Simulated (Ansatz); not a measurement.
With the program Ansatz at the PBEsol level (PAW), SnC in the wurtzite structure (P6_3mc) relaxes to a = 3.553 Å, c = 5.818 Å. Sn has 4 nearest neighbours from 2.18 Å (tetrahedral); C has 4 nearest neighbours from 2.18 Å (tetrahedral). Against the elements it lies at 0.78 eV/atom, with no fitted shifts.

It is gapped at this level: 0.96 eV (direct). The valence maximum lies at Γ and the conduction minimum at Γ. Gap from PBEsol with spin–orbit coupling: 0.95 eV. Electrons at the band edge weigh 0.086, 0.10, 0.10 mₑ (principal values).

An equation-of-state fit gives a bulk modulus of 135 GPa. The relaxed-ion elastic constants in GPa are C11 = 268, C12 = 83.4, C13 = 54.7, C33 = 298, C44 = 74.8. The elastic constants imply a Debye temperature near 475 K. Perturbation theory gives ε∞ = 9.68 (xx = yy), 10.1 (zz). Born charges are Sn +2.86, C -2.86 e. Without the LO–TO term the highest mode at Γ lies at 637 cm⁻¹.

The start of the workflow was typed in or built on a structure type; neither database checked (COD, Materials Project) lists it. Whether it is the stable phase at ambient conditions was not checked. The cell was relaxed with PBEsol under the symmetry of its start; its stability against distortions is not shown here. Its formation energy is positive at this level, so the cell may be metastable or incomplete. The references are the lowest solids computed at this level, not always the standard phases. Scalar-relativistic: spin–orbit coupling is off unless named, which matters more the heavier the elements.

Potentials: the earlier of the program's two PAW sets. The files were generated under PBE; for other functionals the program regenerates the frozen cores, and for LDA and PBEsol the local potential too.
